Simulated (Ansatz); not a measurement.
ScIn, DFT, PBEsol, PAW with Ansatz's default frozen-core files, scalar-relativistic (Ansatz 0.2.0), on 1 thread of AMD EPYC 7R43 64-Core Processor (Zen 3) (shared host).

Command: `ansatz run input.yaml --threads 1 --pin off --max-ram 2048MiB --backend cpu --events-out ev --progress --plain --runs-dir out`

```yaml
crystal:
  lattice:
    - [2.83680319, 0.0, 0.0]
    - [0.0, 2.83680319, 0.0]
    - [0.0, 0.0, 3.888784535]
  atoms:
    - { symbol: Sc, position: [0.0, 0.0, 0.0], spin: 1.0 }
    - { symbol: In, position: [0.5, 0.5, 0.5] }
magnetization:
  spin_polarized: true
kpoints:
  mp_grid: { grid: [11, 11, 8] }
scf:
  occupations: { method: fermi_dirac, width: 0.05 }
hamiltonian:
  xc: pbesol
  pseudopotentials: { kind: paw }
output:
  forces: true
  stress: true
relax:
  f_tol: 0.01
  max_steps: 30
  cell: { stress_tol: 0.23, fix: [volume] }
```

Question: How large is the problem that the program sets up?

Answer: 105 irreducible k-points, 625 plane waves at Γ, 17 bands.

Question: About how long does it take?

Answer: 18 s of wall time for 20 SCF iterations over 1 geometries. Times on shared machines scatter by tens of per cent.
